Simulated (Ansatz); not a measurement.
NaI:
```xyz
2
Lattice="0.0000 3.2016 3.2016 3.2016 0.0000 3.2016 3.2016 3.2016 0.0000" Properties=species:S:1:pos:R:3 pbc="T T T"
Na     0.0000     0.0000     0.0000
I      3.2016     3.2016     3.2016
```

Relaxed with PBEsol. Special points in fractions of this cell's reciprocal vectors: Γ (0.000, 0.000, 0.000); X (0.500, 0.000, 0.500); U (0.625, 0.250, 0.625); K (0.375, 0.375, 0.750); L (0.500, 0.500, 0.500); W (0.500, 0.250, 0.750).

List the band energies nearest the valence-band maximum at these points for DFT-PBEsol with spin–orbit coupling in the program Ansatz with PAW potentials.

In eV from the valence-band maximum; about four levels below and three above (degenerate sets whole), none deeper than 8.9 eV; points with the same levels are listed once.

```json
[
 {"k": "Γ", "below": "0.00 0.00 0.00 0.00", "above": "3.25 3.25 7.52 7.52 7.52 7.52"},
 {"k": "X", "below": "-1.35 -1.35 -0.86 -0.86", "above": "4.12 4.12 5.03 5.03"},
 {"k": "U", "below": "-1.68 -1.68 -0.89 -0.89", "above": "4.82 4.82 6.27 6.27"},
 {"k": "L", "below": "-0.95 -0.95 -0.33 -0.33", "above": "4.62 4.62 7.07 7.07"},
 {"k": "W", "below": "-1.62 -1.62 -1.21 -1.21", "above": "5.52 5.52 6.99 6.99"}
]
```

Space group Fm-3m (rock salt). The PBEsol relaxation kept the symmetry of its start.

Potentials: the later of the program's two PAW sets.
